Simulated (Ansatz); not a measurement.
Input:

TaAs:
```cif
data_As2Ta2
_chemical_formula_sum 'As2 Ta2'
_space_group_name_H-M_alt 'P 1'
_space_group_IT_number 1
_cell_length_a 7.49584
_cell_length_b 7.49584
_cell_length_c 3.41024
_cell_angle_alpha 90.000
_cell_angle_beta 90.000
_cell_angle_gamma 153.689
loop_
_space_group_symop_operation_xyz
  'x, y, z'
loop_
_atom_site_label
_atom_site_type_symbol
_atom_site_fract_x
_atom_site_fract_y
_atom_site_fract_z
_atom_site_occupancy
As1 As 0.61430 0.38570 0.75000 1
As2 As 0.38570 0.61430 0.25000 1
Ta1 Ta 0.80681 0.19319 0.75000 1
Ta2 Ta 0.19319 0.80681 0.25000 1
```

This is the PBE-relaxed structure.

All from plane-wave PAW PBE (Ansatz code), unless another level is named. Estimate the electronic character.

metallic (no gap).

And the density of states at the Fermi level?

0.26 states/eV per atom (mean over ±0.08 eV).

What about the formation energy from the elements (no fitted shifts)?

-0.34 eV/atom.

Space group Cmcm. A made-up cell: these elements were put on the sites of a structure type; neither database checked (COD, Materials Project) lists it. It is not the phase usual at ambient conditions (space group No. 109). The cell was relaxed with PBE under the symmetry of its start; whether a distortion lowers the energy is not shown. No spin polarisation was allowed. The references are the lowest solids computed at this level, not always the standard phases. Spin–orbit coupling is left out wherever it is not named.

Potentials: the later of the program's two PAW sets.
